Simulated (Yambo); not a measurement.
# CaCd$_{2}$P$_{2}$: sweep of GW parameters

G0W0@PBEsol for CaCd2P2 (space group P-3m1, No. 164) in Yambo. Reference settings: 3×3×2 Γ-centred k mesh, bands 19 to 262 and a 6 Ry block in the screening, 262 bands in G with the Bruneval-Gonze terminator, plasmon pole fitted at 27.2 eV. The PBEsol gap Γ → Γ on this mesh is 0.73 eV; G0W0 gaps are taken between the same points.

```csv
change from the reference,G0W0 gap Γ → Γ (eV),shift of the valence edge (eV),rough Yambo cost
reference settings,1.43,-0.43,1
"180 bands in W, 180 bands in G",1.46,-0.30,within a factor of two
120 bands in G,1.45,-0.29,–
140 bands in W,1.49,-0.26,within a factor of two
1 Ry block,1.22,0.04,within a factor of two
3 Ry block,1.32,-0.22,within a factor of two
no random integration,1.41,-0.26,–
3×3×1 mesh,1.35,-0.36,about 1/3
"120 bands in G, no terminator",1.37,0.28,–
"180 bands in G, no terminator",1.37,-0.10,–
```

The reference isn't shown to be the converged limit. Costs are rough (shared machines), scaled to the same edge states, and given only for runs that recompute the screening.

Spin-orbit coupling is included.

Geometry of the Materials Project entry, not relaxed at this level; primitive cell a = b = 4.2923 Å, c = 7.0555 Å, α = β = 90.00°, γ = 120.00°.

A shift is the quasiparticle energy of the state minus its PBEsol energy.
